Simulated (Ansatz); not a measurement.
NbIr:
```xyz
4
Lattice="4.5581 0.0000 0.0000 0.0000 2.8182 0.0000 0.0000 0.0000 4.8719" Properties=species:S:1:pos:R:3 pbc="T T T"
Ir     1.1395     0.0000     3.9639
Ir     3.4186     0.0000     0.9079
Nb     1.1395     1.4091     1.5000
Nb     3.4186     1.4091     3.3719
```

Relaxed with PBEsol. Special points in fractions of this cell's reciprocal vectors: Γ (0.000, 0.000, 0.000); X (0.500, 0.000, 0.000); S (0.500, 0.500, 0.000); Y (0.000, 0.500, 0.000); Z (0.000, 0.000, 0.500); U (0.500, 0.000, 0.500); R (0.500, 0.500, 0.500); T (0.000, 0.500, 0.500).

Task: List the band energies nearest the Fermi level at these points for the program Ansatz at the PBEsol with spin–orbit coupling level (PAW).

Result: In eV from the Fermi level; about four levels below and three above (degenerate sets whole), none deeper than 8.9 eV; points with the same levels are listed once.

| k | below | above |
|---|---|---|
| Γ | -0.30 -0.30 -0.06 -0.06 | 0.89 0.89 0.91 0.91 |
| X | -0.85 -0.85 -0.85 -0.85 | 0.51 0.51 0.51 0.51 |
| S | -0.55 -0.55 -0.55 -0.55 | 0.74 0.74 0.74 0.74 |
| Y | -0.44 -0.44 -0.42 -0.42 | 1.00 1.00 1.88 1.88 |
| Z | -0.75 -0.75 -0.41 -0.41 | 0.23 0.23 0.38 0.38 |
| U | -0.67 -0.67 -0.67 -0.67 | 1.68 1.68 1.68 1.68 |
| R | -0.96 -0.96 -0.96 -0.96 | 0.71 0.71 0.71 0.71 |
| T | -0.34 -0.34 -0.20 -0.20 | 1.91 1.91 1.98 1.98 |

Space group Pmma. The start of the workflow was typed in or built on a structure type; the Crystallography Open Database copy checked does not list it. COD files the formula under space group No. 123. Its standing as an ambient phase is unchecked. The cell was relaxed with PBEsol under the symmetry of its start; its stability against distortions is not shown here. The run is not spin-polarised.

Potentials: the later of the program's two PAW sets.
